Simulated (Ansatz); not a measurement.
The cell below belongs to a search over invented structures; it isn't taken from experiment.

Input and command of a plane-wave DFT calculation in Ansatz:

```yaml
crystal:
  lattice:
    - [3.1570669426, 0.0, 0.0]
    - [0.0, 3.1570669426, 0.0]
    - [0.0, 0.0, 25.0534654767]
  atoms:
    - { symbol: W, position: [0.0, 0.5, 0.350070449] }
    - { symbol: W, position: [0.0, 0.5, 0.8404563506] }
    - { symbol: W, position: [0.5, 0.0, 0.7763982314] }
    - { symbol: W, position: [0.5, 0.0, 0.9038311979] }
    - { symbol: W, position: [0.0, 0.5, 0.9682222785] }
    - { symbol: W, position: [0.5, 0.0, 0.0317777215] }
    - { symbol: W, position: [0.5, 0.0, 0.1595436494] }
    - { symbol: W, position: [0.0, 0.5, 0.2236017686] }
    - { symbol: W, position: [0.0, 0.5, 0.0961688021] }
    - { symbol: W, position: [0.5, 0.0, 0.2864174706] }
    - { symbol: W, position: [0.5, 0.0, 0.649929551] }
    - { symbol: W, position: [0.0, 0.5, 0.7135825294] }
    - { symbol: Cl, position: [0.5, 0.0, 0.4213789228] }
    - { symbol: Cl, position: [0.0, 0.5, 0.5786210772] }
basis:
  ecutwfc: 420
kpoints:
  mp_grid: { grid: [10, 10, 2] }
hamiltonian:
  xc: pbe
scf:
  occupations: { method: gaussian, width: 0.1 }
output:
  forces: true
  stress: true
  eigenvalues: true
relax:
  adjacent_minimum: "off"
  f_tol: 0.001
  max_steps: 60
  cell: { stress_tol: 0.01 }
```

```bash
ansatz run input.yaml --threads 3 --pin off --max-ram 7680MiB --backend cpu --events-out ev --progress --plain --runs-dir out
```

Processor: Intel(R) Xeon(R) 6975P-C (Granite Rapids), 3 threads, on a host shared with other jobs.

How long does it run, and how much memory does it take?

About 61 s, peak memory 1.3 GiB. It solves 110 bands at 42 k points (after reduction by symmetry) with about 4923 plane waves (on the last cell), in 33 SCF iterations over 4 ionic steps.
